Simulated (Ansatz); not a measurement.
Total density of states per atom from plane-wave PAW r²SCAN (Ansatz code), in 0.25 eV bins, energy from the Fermi level:

(E (eV), states/eV/atom): (-7.85, 0.08); (-7.60, 0.09); (-7.35, 0.11); (-7.10, 0.12); (-6.85, 0.14); (-6.60, 0.15); (-6.35, 0.20); (-6.10, 0.21); (-5.85, 0.28); (-5.60, 0.50); (-5.35, 0.57); (-5.10, 1.04); (-4.85, 1.17); (-4.60, 0.93); (-4.35, 1.45); (-4.10, 2.59); (-3.85, 1.63); (-3.60, 1.28); (-3.35, 1.96); (-3.10, 2.38); (-2.85, 3.28); (-2.60, 3.58); (-2.35, 2.73); (-2.10, 3.04); (-1.85, 2.41); (-1.60, 2.63); (-1.35, 3.27); (-1.10, 2.27); (-0.85, 1.36); (-0.60, 0.72); (-0.35, 0.32); (-0.10, 0.37); (0.15, 0.33); (0.40, 0.22); (0.65, 0.18); (0.90, 0.17); (1.15, 0.20); (1.40, 0.29); (1.65, 0.28); (1.90, 0.28); (2.15, 0.28); (2.40, 0.27); (2.65, 0.25); (2.90, 0.24); (3.15, 0.23); (3.40, 0.22); (3.65, 0.21); (3.90, 0.20); (4.15, 0.18); (4.40, 0.17); (4.65, 0.15)

### Question
Pick the material that matches.
(A) BaZrO3, cubic perovskite
(B) Li2O, anti-fluorite
(C) BaF2, fluorite
(D) Cu3Pd, Cu3Au type

### Answer
D, Cu3Pd, Cu3Au type. Within 0.5 eV of the Fermi level: Cu 4s 36 %, Cu 3d 33 %, Pd 4d 16 %, outside the projected shells 15 %. Projections are on Löwdin-orthogonalised atomic valence shells; empty p or d shells of many metals are not among them.

Space group Pm-3m (Cu3Au type). The workflow started from an entry of the Crystallography Open Database (COD), which files this formula under 3 space groups. Its standing as an ambient phase is unchecked. The r²SCAN relaxation kept the symmetry of its start; of distortions, only those at the zone centre were tested. No spin polarisation was allowed. Scalar-relativistic: spin–orbit coupling is off unless named, which matters more the heavier the elements.

Potentials: the later of the program's two PAW sets.
